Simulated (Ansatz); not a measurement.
HfScTaN3:
```
CELL_PARAMETERS angstrom
      3.17418     0.00000     0.00000
     -1.58709     2.74892     0.00000
      0.00000     0.00000     7.74321
ATOMIC_POSITIONS crystal
  Hf 0.00000 0.00000 0.99605
  Sc 0.33333 0.66667 0.33824
  Ta 0.66667 0.33333 0.66722
  N  0.66667 0.33333 0.16410
  N  0.00000 0.00000 0.50546
  N  0.33333 0.66667 0.82893
```

This is the PBE-relaxed structure.

### Question
All from PBE (plane waves, PAW; program Ansatz), unless another level is named. Estimate the electronic character.

### Answer
metallic (no gap).

### Question
Predict the formation energy from the elements (no fitted shifts).

### Answer
-1.54 eV/atom.

### Question
Give the density of states at the Fermi level.

### Answer
0.30 states/eV per atom (mean over ±0.08 eV).

Space group P3m1. The start of the workflow was typed in or built on a structure type; neither database checked (COD, Materials Project) lists it. Its standing as an ambient phase is unchecked. Symmetry was held in the PBE relaxation; whether a distortion lowers the energy is not shown. The run is not spin-polarised. With an odd number of electrons in the cell and no spin polarisation, the count alone makes it a metal. The references are the lowest solids computed at this level, not always the standard phases (solids in place of the gases). Scalar-relativistic: spin–orbit coupling is off unless named, which matters more the heavier the elements.

Potentials: the earlier of the program's two PAW sets.
